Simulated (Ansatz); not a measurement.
Born–Oppenheimer molecular dynamics of a 18-atom ZnWO$_{4}$ cell at 13.04 Å³/atom, computed with Ansatz: Langevin thermostat at 3000 K, 250 steps of 2.0 fs, friction 0.03 1/fs. The run is short and the cell small, so it isn't an equilibrium average.

```yaml
crystal:
  lattice:
    - [6.329577, 0.131151, -0.035221]
    - [0.131151, 5.927615, -0.03123]
    - [-0.035221, -0.03123, 6.25905]
  atoms:
    - { symbol: W, position: [0.7093600098, 0.656654672, 0.9359869229] }
    - { symbol: W, position: [0.5507249952, 0.4970038107, 0.366272519] }
    - { symbol: W, position: [0.6018921423, 0.0215390554, 0.2775043908] }
    - { symbol: O, position: [0.6656691789, 0.4685348656, 0.7013611688] }
    - { symbol: O, position: [0.5693225295, 0.28603118, 0.0591834075] }
    - { symbol: O, position: [0.0998935388, 0.4526768315, 0.6616353723] }
    - { symbol: O, position: [0.8683289918, 0.5285021988, 0.1559924995] }
    - { symbol: O, position: [0.779435357, 0.2513319657, 0.4153281708] }
    - { symbol: O, position: [0.3527248544, 0.6360317598, 0.5450857507] }
    - { symbol: O, position: [0.4815968647, 0.7628577393, 0.107801392] }
    - { symbol: O, position: [0.8279519957, 0.8781817133, 0.9205759835] }
    - { symbol: O, position: [0.3668125383, 0.1215290757, 0.3876505364] }
    - { symbol: O, position: [0.7340088288, 0.8556603103, 0.4816124183] }
    - { symbol: O, position: [0.2711142022, 0.0423604191, 0.7564021678] }
    - { symbol: O, position: [0.0571478963, 0.3862793317, 0.8631911919] }
    - { symbol: Zn, position: [0.3824199522, 0.3356373146, 0.8037869873] }
    - { symbol: Zn, position: [0.9579963967, 0.0866864972, 0.6602416524] }
    - { symbol: Zn, position: [0.9777786854, 0.6743651648, 0.4757479821] }
  symmetry: { detect: false }
basis:
  ecutwfc: 420
  xc_grid: 1
kpoints:
  mp_grid: { grid: [1, 1, 1], shift: [0.0, 0.0, 0.0] }
hamiltonian:
  xc: pbe
scf:
  occupations: { method: fermi_dirac, width: 0.2585 }
  lower_state_search: "off"
  convergence: { dr2_threshold: 1.0e-05 }
output:
  forces: true
  stress: true
md:
  timestep: 2.0
  n_steps: 250
  ensemble: nvt_langevin
  friction: 0.03
  temperature: 3000.0
  initial_velocities: maxwell_boltzmann
  seed: 38209
```

```bash
ansatz run input.yaml --threads 2 --pin off --max-ram 5120MiB --backend cpu --events-out ev --progress --plain --runs-dir out
```

The calculation used Ansatz, DFT PBE, scalar-relativistic, plane waves, PAW.

6 frames, positions in Å (not wrapped into the cell) and forces in eV/Å:

```xyz
18
Lattice="6.330 0.131 -0.035 0.131 5.928 -0.031 -0.035 -0.031 6.259" Properties=species:S:1:pos:R:3:forces:R:3 pbc="T T T" time_fs=0.0 temperature_K=2833 free_energy_over_first_frame_eV=0.000
W     4.543    3.956    5.813   -5.630  -15.980    2.590
W     3.538    3.007    2.258    0.520    0.630    0.460
W     3.803    0.198    1.715   -2.870    5.360   -2.860
O     4.250    2.843    4.352   -0.020    0.800   -0.740
O     3.639    1.768    0.341   -0.600   -0.340    1.890
O     0.668    2.676    4.124   -0.480   -0.020   -2.550
O     5.560    3.242    0.929   -0.510    1.910    1.730
O     4.952    1.579    2.564   -0.460   -1.960   -0.220
O     2.297    3.799    3.379    1.610   -0.270   -3.250
O     3.145    4.582    0.634   -1.130   -0.190    0.320
O     5.323    5.285    5.705    7.760   13.960   -2.130
O     2.324    0.756    2.410   -0.090   -0.240    0.000
O     4.741    5.153    2.962    1.570   -1.890    2.740
O     1.695    0.263    4.723   -1.000   -0.410   -0.220
O     0.382    2.270    5.389   -2.120    0.200    2.130
Zn    2.436    2.015    5.007   -0.460   -1.320    0.020
Zn    6.052    0.619    4.096    2.070    1.080    0.550
Zn    6.261    4.111    2.922    1.830   -1.310   -0.460
18
Lattice="6.330 0.131 -0.035 0.131 5.928 -0.031 -0.035 -0.031 6.259" Properties=species:S:1:pos:R:3:forces:R:3 pbc="T T T" time_fs=100.0 temperature_K=3829 free_energy_over_first_frame_eV=-6.018
W     4.745    3.493    5.968    5.500    3.610    4.480
W     3.591    3.175    2.536    6.270   -0.260    1.030
W     3.350    0.174    1.576   -2.830    0.380    1.720
O     4.204    2.893    4.422   -2.080   -0.740   -4.390
O     3.441    2.003    0.614   -1.310    1.080   -0.640
O     0.855    2.499    3.918    0.030    1.290   -0.250
O     5.146    4.245    1.668   -1.630   -0.770    0.930
O     4.728    1.523    2.322    0.400   -0.360    2.020
O     2.092    3.612    1.928   -2.310   -0.690   -0.250
O     2.933    4.756    0.426    3.240    0.340   -2.070
O     5.583    5.111    5.677   -1.750   -2.340   -0.670
O     1.651    0.442    2.141    0.950    0.820   -1.360
O     3.695    5.330    3.217    0.530   -1.730   -0.460
O     2.028    0.185    5.045   -1.480    0.400   -1.140
O    -0.245    2.271    6.491   -1.340    1.080   -1.310
Zn    2.177    2.039    5.226   -0.800   -0.350    0.550
Zn    6.566    0.866    3.757    0.760   -0.780    0.290
Zn    6.773    3.841    2.386   -2.150   -0.980    1.510
18
Lattice="6.330 0.131 -0.035 0.131 5.928 -0.031 -0.035 -0.031 6.259" Properties=species:S:1:pos:R:3:forces:R:3 pbc="T T T" time_fs=200.0 temperature_K=3663 free_energy_over_first_frame_eV=-6.443
W     4.905    3.348    6.062   -0.820    4.920    0.110
W     3.679    3.225    2.546    7.930   -3.920    0.750
W     2.899    0.272    1.496    2.090   -1.530   -2.570
O     3.995    2.434    4.318   -1.400    2.400   -0.580
O     2.914    1.802    0.465    0.120   -0.970   -0.020
O     0.933    2.387    4.138   -1.090   -2.410   -0.780
O     5.558    4.002    1.666   -2.660   -1.350   -1.200
O     4.255    1.276    2.345   -0.460   -2.110   -0.470
O     2.160    3.354    1.977   -7.500   -0.840   -2.280
O     3.459    4.703    0.189   -0.400    1.250    2.060
O     5.842    4.377    5.028   -0.480    0.330   -0.560
O     1.219    0.268    2.038   -0.110    0.330    0.780
O     3.481    4.801    3.087    0.590    7.180    3.170
O     1.238   -0.641    5.332    0.420    0.310   -0.780
O    -0.876    1.675    5.999    2.740   -5.280    0.920
Zn    2.236    2.601    5.245    0.330    0.800    0.850
Zn    6.915    0.625    3.941    0.510    0.000    0.780
Zn    6.756    3.725    2.944    0.180    0.890   -0.190
18
Lattice="6.330 0.131 -0.035 0.131 5.928 -0.031 -0.035 -0.031 6.259" Properties=species:S:1:pos:R:3:forces:R:3 pbc="T T T" time_fs=300.0 temperature_K=3654 free_energy_over_first_frame_eV=-6.117
W     4.928    3.390    5.765    1.110   -5.260   -5.510
W     4.159    3.213    2.176   -6.420   -1.980    6.280
W     2.842    0.227    1.589   -4.310    1.720   -2.640
O     4.272    2.721    4.015   -0.310    0.540   -0.540
O     2.432    1.898   -0.092    1.710   -0.280    0.020
O     0.440    2.694    4.048    0.150   -0.960    2.890
O     5.471    3.964    1.326    7.830    1.150    1.410
O     4.305    1.457    1.623   -0.370   -1.560   -0.030
O     2.269    3.260    2.006    1.060   -0.750   -0.300
O     3.712    4.401    0.408   -4.130    1.110   -1.060
O     5.374    4.874    5.053    2.720    3.180   -1.180
O     1.783    0.668    2.956    0.060   -0.380   -0.810
O     3.675    4.975    2.723    1.540    1.240    1.810
O     1.401   -0.257    6.589    1.230   -1.700    1.610
O    -0.269    1.783    6.166   -1.350    1.920   -0.030
Zn    1.936    3.483    5.273   -0.640   -1.050    0.670
Zn    6.941    0.528    4.966   -0.160    1.610   -0.040
Zn    7.122    4.062    2.890    0.290    1.460   -2.550
18
Lattice="6.330 0.131 -0.035 0.131 5.928 -0.031 -0.035 -0.031 6.259" Properties=species:S:1:pos:R:3:forces:R:3 pbc="T T T" time_fs=400.0 temperature_K=2334 free_energy_over_first_frame_eV=-6.366
W     5.214    3.482    5.235    1.190    5.160   -4.510
W     4.364    3.691    2.061    0.140   -4.030    1.630
W     2.577    0.345    1.392   -2.130    0.690    2.860
O     4.435    2.631    3.807    0.360    1.110    0.360
O     2.189    1.723    0.057   -0.700   -7.080   -0.710
O     0.852    2.454    4.432   -2.310    0.740    2.470
O     6.001    4.547    1.821    0.440   -1.370   -0.830
O     3.910    1.724    1.400   -1.440   -1.020    2.430
O     2.484    3.556    2.304   -0.450    2.130    0.300
O     3.768    3.881    0.292    1.130    3.030   -3.440
O     5.701    5.334    4.839   -1.260   -2.820    1.120
O     1.215    0.600    2.576    3.700    0.150   -1.930
O     4.288    5.505    2.467   -5.130    1.570    0.010
O     1.081   -0.898    6.669    2.860    2.340   -0.500
O    -0.837    2.299    6.566    3.900   -3.330    2.000
Zn    1.866    3.303    6.578   -1.960    4.180   -0.160
Zn    6.759    0.979    5.482    0.060   -1.730   -0.500
Zn    6.983    3.610    2.991    1.590    0.260   -0.600
18
Lattice="6.330 0.131 -0.035 0.131 5.928 -0.031 -0.035 -0.031 6.259" Properties=species:S:1:pos:R:3:forces:R:3 pbc="T T T" time_fs=500.0 temperature_K=2873 free_energy_over_first_frame_eV=-7.727
W     5.597    3.536    5.383    1.430    6.580    6.810
W     4.526    3.709    2.289    1.530    0.860   -4.380
W     2.589    0.234    1.303    0.610    1.490    0.600
O     4.529    2.993    4.225   -4.660   -0.200   -3.950
O     3.274    1.202   -0.113   -1.930    1.010   -0.430
O     0.461    2.350    4.470    4.130   -0.780   -0.260
O     6.277    4.544    2.335   -3.290   -0.260    0.540
O     3.432    2.268    2.443    1.250    0.070   -1.070
O     2.722    4.365    2.284    0.120    1.240   -0.420
O     4.575    4.711    0.281   -0.870   -1.770    1.000
O     6.296    5.185    4.819   -1.460   -1.510    0.110
O     1.348    1.324    2.137   -0.090   -1.590   -1.120
O     4.113    5.924    2.436    1.730   -0.230    0.880
O     1.673   -0.945    6.380   -0.130   -1.050   -0.170
O    -0.937    2.265    6.918    0.770    1.490    0.620
Zn    1.896    2.823    6.190    1.480    0.520    0.280
Zn    7.234    0.761    4.738    0.210   -2.240    0.330
Zn    7.659    3.504    2.606   -0.810   -3.630    0.640
```

Over the second half the temperature averages 3186 K and the pressure (kinetic part included, positive in compression) 10.4 GPa. Mean square displacements at the end: O 2.04 Å², W 1.54 Å², Zn 1.98 Å² (from the start of this run, the atoms' common shift taken off).

One k point is coarse for so small a cell, so forces and above all the pressure are rough.

Time: 4.4 min on 2 threads of Arm Neoverse V1, with other jobs on the host, peak memory 0.41 GiB.